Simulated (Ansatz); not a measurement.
KCl:
```
CELL_PARAMETERS angstrom
      0.00000     3.03811     3.03811
      3.03811     0.00000     3.03811
      3.03811     3.03811     0.00000
ATOMIC_POSITIONS crystal
  K  0.00000 0.00000 0.00000
  Cl 0.50000 0.50000 0.50000
```

Tensor components refer to the Cartesian frame of this cell.

Problem. Give the high-frequency dielectric tensor and the Born effective charge tensors of the independent atoms from DFPT, the program Ansatz at the LDA level (PAW).

Solution. 
ε∞:
```
2.51  0.00  0.00
0.00  2.51  0.00
0.00  0.00  2.51
```
Z* of atom 1 (K), rows: field, columns: displacement, in e:
```
1.11  0.00  0.00
0.00  1.11  0.00
0.00  0.00  1.11
```
Z* of atom 2 (Cl), rows: field, columns: displacement, in e:
```
-1.11   0.00   0.00
 0.00  -1.11   0.00
 0.00   0.00  -1.11
```

Space group Fm-3m (rock salt). The cell was relaxed with LDA under the symmetry of its start.

Potentials: the later of the program's two PAW sets.
